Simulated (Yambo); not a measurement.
One stored BSE kernel of dimension 648 for BN (rhombohedral, space group R3m, No. 160) (Yambo, PBEsol bands; 6×6×6 mesh, 3 valence and 1 conduction bands, static screening with 10 bands and a 4 Ry block, scissor 1.74 eV, Tamm-Dancoff; broadening 0.15 eV; field along x), solved in several ways.

```
solver                      iterations  largest change of Im ε (% of its maximum)              rough time
--------------------------  ----------  -----------------------------------------  ----------------------
Haydock, threshold 2 %               6                                         52  within a factor of two
Haydock, threshold 0.5 %             9                                         11  within a factor of two
Haydock, threshold 0.1 %            30                                        0.5  within a factor of two
Haydock, threshold 0.005 %          60                                        0.0                       1
SLEPc, lowest 10 states              –                           no full spectrum  within a factor of two
SLEPc, lowest 60 states              –                           no full spectrum  within a factor of two
full diagonalisation                 –                                  reference  within a factor of two
```

Haydock gives the spectrum without eigenstates, SLEPc the lowest states alone, full diagonalisation everything at a cost that grows as the cube of the dimension. Times include reading the kernel. Times are rough ratios from shared machines. Mesh and scissor weren't tested; the rows compare only with each other.

Geometry of the Materials Project entry, not relaxed at this level; primitive cell a = 3.6693 Å, b = 3.6693 Å, c = 3.6693 Å, α = 39.87°, β = 39.87°, γ = 39.87°.

This is not the ordinary phase of the substance; no match was found in the copy of COD used, and its stability was not checked.

The distance between layers or molecules is the database entry's, not relaxed here. Functionals without dispersion can leave it too large, which widens gaps and weakens the response across layers: the numbers belong to this cell.
